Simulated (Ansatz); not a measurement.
Zn3CdSe4:
```cif
data_CdSe4Zn3
_chemical_formula_sum 'Zn3 Cd1 Se4'
_space_group_name_H-M_alt 'P 1'
_space_group_IT_number 1
_cell_length_a 5.78227
_cell_length_b 5.78227
_cell_length_c 5.78227
_cell_angle_alpha 90.000
_cell_angle_beta 90.000
_cell_angle_gamma 90.000
loop_
_space_group_symop_operation_xyz
  'x, y, z'
loop_
_atom_site_label
_atom_site_type_symbol
_atom_site_fract_x
_atom_site_fract_y
_atom_site_fract_z
_atom_site_occupancy
Zn1 Zn 0.00000 0.50000 0.50000 1
Zn2 Zn 0.50000 0.00000 0.50000 1
Zn3 Zn 0.50000 0.50000 0.00000 1
Cd1 Cd 0.00000 0.00000 0.00000 1
Se1 Se 0.73852 0.73852 0.26148 1
Se2 Se 0.73852 0.26148 0.73852 1
Se3 Se 0.26148 0.26148 0.26148 1
Se4 Se 0.26148 0.73852 0.73852 1
```

Relaxed with r²SCAN.

**Question.** Give the optical modes at the zone centre with their infrared and Raman activity from DFPT, the program Ansatz at the r²SCAN level (PAW).

**Answer.** Transverse frequencies, without the LO–TO term; a row sums one degenerate level.

| ω (cm⁻¹) | degeneracy | IR ((D/Å)²/amu) | Raman (Å⁴/amu) | activity | symmetry |
|---|---|---|---|---|---|
| 56 | 3 | 0.04 | 11 | IR+Raman | T2 |
| 70 | 3 | 0.00 | 0 | silent | T1 |
| 180 | 3 | 6.80 | 0 | IR | T2 |
| 186 | 2 | 0.00 | 0 | silent | E |
| 194 | 1 | 0.00 | 13 | Raman | A1 |
| 194 | 3 | 23.16 | 7.8 | IR+Raman | T2 |
| 195 | 3 | 0.00 | 0 | silent | T1 |
| 206 | 3 | 3.70 | 10.0 | IR+Raman | T2 |

**Question.** How high does the top mode go among those that the LO–TO term moves?

**Answer.** 237 cm⁻¹ for q along x.

Space group P-43m. The workflow started from a Materials Project entry (that database holds measured and hypothetical structures alike); the Crystallography Open Database copy checked does not list it. With Zn and Cd taken as one species the cell has the higher symmetry F-43m, so it may be an ordered model of a mixed-site phase. Its standing as an ambient phase is unchecked. Symmetry was held in the r²SCAN relaxation; whether a distortion lowers the energy is not shown.

Potentials: the later of the program's two PAW sets.
